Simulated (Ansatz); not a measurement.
A generator proposed this cell of La2HfO2.

```cif
data_structure
_symmetry_space_group_name_H-M 'Cmmm'
_symmetry_Int_Tables_number 65
_cell_length_a 4.1655
_cell_length_b 14.1633
_cell_length_c 3.6457
_cell_angle_alpha 90.000
_cell_angle_beta 90.000
_cell_angle_gamma 90.000
_cell_volume 215.09
loop_
_atom_site_label
_atom_site_type_symbol
_atom_site_symmetry_multiplicity
_atom_site_Wyckoff_symbol
_atom_site_fract_x
_atom_site_fract_y
_atom_site_fract_z
_atom_site_occupancy
La1 La 4 i 0.50000 0.13338 0.00000 1
Hf1 Hf 2 d 0.00000 0.00000 0.50000 1
O1 O 4 j 0.50000 0.29662 0.50000 1
```

Theory: DFT PBE, scalar-relativistic, plane waves, PAW (Ansatz). Settings: cutoff 420 eV, Γ-centred mesh 4×4×6 on the computed 5-atom cell, Gaussian smearing of 0.10 eV; no spin polarisation.

Formation energies are uncorrected and refer to the elements' standard structures at the same level (O₂ as a molecule).

Question: What does a single point on this coarse mesh give?

Answer: The pressure is -7.6 GPa (the mean over three directions, positive in compression), the largest force is 3.66 eV/Å, and the energy is −1.02 eV/atom against the elements. The shortest distance is 2.47 Å.

Question: How much does it gain on relaxing, and where does it end?

Answer: Relaxing gains about 1.0 eV/atom (the start's value is from the coarse mesh, so the gain is rough) in 34 ionic steps and ends at −2.04 eV/atom on the finer mesh. The symmetry stays Cmmm (No. 65). The volume per atom grows by 6.4 %, from 21.5 to 22.9 Å³. The shortest distance goes from 2.47 Å (O–O) to 2.13 Å (Hf–O). Conventional cell: a = 3.574 Å, b = 17.776 Å, c = 3.601 Å. La has 4 O at 2.54 Å and 4 Hf at 3.41 Å; around Hf lie 2 O at 2.13 Å and 8 La at 3.41 Å; O has 1 Hf at 2.13 Å and 4 La at 2.54 Å.

The last run used a 10×10×10 mesh for its 5-atom cell and Gaussian smearing of 0.10 eV. These runs have no spin–orbit coupling, which can matter for Hf. The relaxation can't lower the symmetry of the start. Symmetry constrained the relaxation, so the result can be a saddle point.
